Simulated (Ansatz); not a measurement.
TiH$_{2}$ (space group I4/mmm)

```
CELL_PARAMETERS angstrom
     -1.58689     1.58689     2.07337
      1.58689    -1.58689     2.07337
      1.58689     1.58689    -2.07337
ATOMIC_POSITIONS crystal
  Ti 0.00000 0.00000 0.00000
  H  0.25000 0.75000 0.50000
  H  0.75000 0.25000 0.50000
```

The slice is a (-1 -1 2) plane (indices of the conventional cell) through the point (0.750, 0.250, 0.500) (fractional), spanned by u = [111] and v = [1 -1 0] in vectors of this cell: u (3.06 Å) and v (4.49 Å, at 90° to u). It covers one period; positions are fractions (u, v).

Computed with PBEsol (plane waves to 420 eV, PAW, scalar-relativistic; Ansatz, an electronic-structure program). k mesh 20×20×20. These are valence fields of a PAW run, semicore shells included where kept as valence: close to a nucleus they are smooth pseudo fields. This is one of several known forms of TiH2; the measured ambient cells at hand have space group No. 225. TiH2 is run without spin polarisation. TiH2 was relaxed with its symmetry unable to fall.

Q: What is the ELF at the density minimum of the shortest Ti–H line in this plane (1.90 Å)?

A: 0.2.

Q: What is the valence density on the shortest Ti–H line in this plane (1.90 Å), at its minimum between the atoms?

A: 0.37 e/Å³.

Q: Sketch the valence electron density on this plane as a map.

A: 
```
v \ u  0.00  0.14  0.27  0.41  0.55  0.68  0.82  0.95
-----  ----  ----  ----  ----  ----  ----  ----  ----
0.88   -0.3  -0.4  -0.2   0.5   0.6   0.1  -0.4  -0.3
0.75   -0.7  -0.6   0.3   1.0   1.0   0.6  -0.4  -0.7
0.62   -0.3  -0.4  -0.2   0.5   0.6   0.1  -0.4  -0.3
0.50    0.3  -0.2  -0.6  -0.7  -0.6  -0.6  -0.3   0.2
0.38   -0.3  -0.5  -0.8  -0.9  -0.9  -0.8  -0.6  -0.4
0.25   -0.7  -0.7  -0.9  -1.0  -1.0  -0.9  -0.8  -0.7
0.12   -0.3  -0.5  -0.8  -0.9  -0.9  -0.8  -0.6  -0.4
0.00    0.3  -0.2  -0.6  -0.7  -0.6  -0.6  -0.3   0.2
```

Values: log₁₀ of the valence density in e/Å³. The scale is logarithmic, as a density can span decades between atoms and voids.
